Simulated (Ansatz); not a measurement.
Here is the system:

InSb:
```cif
data_In2Sb2
_chemical_formula_sum 'In2 Sb2'
_space_group_name_H-M_alt 'P63mc'
_space_group_IT_number 186
_space_group_name_Hall 'P 6c -2c'
_cell_length_a 4.59693
_cell_length_b 4.59693
_cell_length_c 7.56513
_cell_angle_alpha 90.000
_cell_angle_beta 90.000
_cell_angle_gamma 120.000
loop_
_atom_site_label
_atom_site_type_symbol
_atom_site_symmetry_multiplicity
_atom_site_Wyckoff_symbol
_atom_site_fract_x
_atom_site_fract_y
_atom_site_fract_z
_atom_site_occupancy
In1 In 2 b 0.33333 0.66667 0.00044 1
Sb1 Sb 2 b 0.33333 0.66667 0.37456 1
```

This is the PBEsol-relaxed structure.

**Question.** All from plane-wave PAW PBEsol (Ansatz code), unless another level is named. Give the highest zone-centre frequency.

**Answer.** 5.25 THz.

**Question.** Next, the bulk modulus (Birch–Murnaghan fit)?

**Answer.** 42.5 GPa.

Space group P6_3mc (wurtzite). The start of the workflow was typed in or built on a structure type; neither database checked (COD, Materials Project) lists it. It is not the phase usual at ambient conditions (space group No. 216). The cell was relaxed with PBEsol under the symmetry of its start; of distortions, only those at the zone centre were tested. As this level gives no gap, phonon frequencies hold no LO–TO term and depend on the k-mesh and smearing (Fermi–Dirac, 0.1 eV here). Spin–orbit coupling is left out wherever it is not named.

Potentials: the later of the program's two PAW sets.
